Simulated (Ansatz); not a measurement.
Geometry optimisation in Ansatz: input, command and trajectory.

```yaml
crystal:
  lattice:
    - [5.0376935905, 0.0, 0.0]
    - [0.0, 3.12543778, 0.0]
    - [-0.0033559659, 0.0, 5.4111720837]
  atoms:
    - { symbol: Al, position: [0.50009873, 0.5, 0.16728039] }
    - { symbol: Al, position: [0.00076357, 0.5, 0.83496431] }
    - { symbol: Al, position: [0.00088655, 0.0, 0.3315828] }
    - { symbol: Ga, position: [0.49971489, 0.0, 0.66616374] }
    - { symbol: "N", position: [0.11013543, 0.0, 0.66629554] }
    - { symbol: "N", position: [0.12258652, 0.5, 0.16717386] }
    - { symbol: "N", position: [0.62590355, 0.5, 0.84127752] }
    - { symbol: "N", position: [0.62350976, 0.0, 0.32526284] }
basis:
  ecutwfc: 420
kpoints:
  mp_grid: { grid: [6, 8, 4] }
hamiltonian:
  xc: pbesol
scf:
  occupations: { method: gaussian, width: 0.02 }
output:
  forces: true
  stress: true
  eigenvalues: true
relax:
  adjacent_minimum: "off"
  f_tol: 0.01
  max_steps: 40
```

```bash
ansatz run input.yaml --threads 2 --pin off --max-ram 5120MiB --backend cpu --events-out ev --progress --plain --runs-dir out
```

All numbers below come from DFT PBEsol, scalar-relativistic, plane waves, PAW (Ansatz 0.2.0).

Of 4 frames 3 are shown, positions in Å and forces in eV/Å; the SCF threshold varies from step to step.

```xyz
8
Lattice="5.0377 0.0000 0.0000 0.0000 3.1254 0.0000 -0.0034 0.0000 5.4112" Properties=species:S:1:pos:R:3:forces:R:3 pbc="T T T" step=1 free_energy_over_end_meV_per_atom=0.16
Al    2.5188    1.5627    0.9052   -0.0106    0.0000    0.0191
Al    0.0010    1.5627    4.5181    0.0356    0.0000    0.0133
Al    0.0034    0.0000    1.7943    0.0255    0.0000   -0.0143
Ga    2.5152    0.0000    3.6047   -0.0218    0.0000   -0.0027
N     0.5526    0.0000    3.6054    0.1112    0.0000   -0.0041
N     0.6170    1.5627    0.9046   -0.0005    0.0000    0.0027
N     3.1503    1.5627    4.5523   -0.0977    0.0000   -0.1369
N     3.1400    0.0000    1.7601   -0.0418    0.0000    0.1228
8
Lattice="5.0377 0.0000 0.0000 0.0000 3.1254 0.0000 -0.0034 0.0000 5.4112" Properties=species:S:1:pos:R:3:forces:R:3 pbc="T T T" step=2 free_energy_over_end_meV_per_atom=0.04
Al    2.5194    1.5627    0.9052   -0.0057    0.0000    0.0142
Al    0.0008    1.5627    4.5178    0.0281    0.0000    0.0066
Al    0.0040    0.0000    1.7944    0.0162    0.0000   -0.0062
Ga    2.5143    0.0000    3.6049   -0.0173    0.0000   -0.0039
N     0.5551    0.0000    3.6055    0.0549    0.0000   -0.0015
N     0.6173    1.5627    0.9044   -0.0117    0.0000    0.0004
N     3.1479    1.5627    4.5493   -0.0440    0.0000   -0.0646
N     3.1394    0.0000    1.7632   -0.0204    0.0000    0.0551
8
Lattice="5.0377 0.0000 0.0000 0.0000 3.1254 0.0000 -0.0034 0.0000 5.4112" Properties=species:S:1:pos:R:3:forces:R:3 pbc="T T T" step=4 free_energy_over_end_meV_per_atom=0.00
Al    2.5193    1.5627    0.9055    0.0059    0.0000    0.0023
Al    0.0018    1.5627    4.5173    0.0014    0.0000    0.0031
Al    0.0043    0.0000    1.7948    0.0007    0.0000   -0.0027
Ga    2.5133    0.0000    3.6048    0.0021    0.0000    0.0016
N     0.5579    0.0000    3.6054   -0.0023    0.0000    0.0001
N     0.6165    1.5627    0.9044   -0.0044    0.0000   -0.0004
N     3.1465    1.5627    4.5466   -0.0020    0.0000   -0.0017
N     3.1385    0.0000    1.7659   -0.0014    0.0000   -0.0022
```

The run took 36 s on 2 threads of Intel(R) Xeon(R) Platinum 8259CL CPU @ 2.50GHz (Skylake/Cascade Lake), with other jobs on the host, peak memory 0.49 GiB.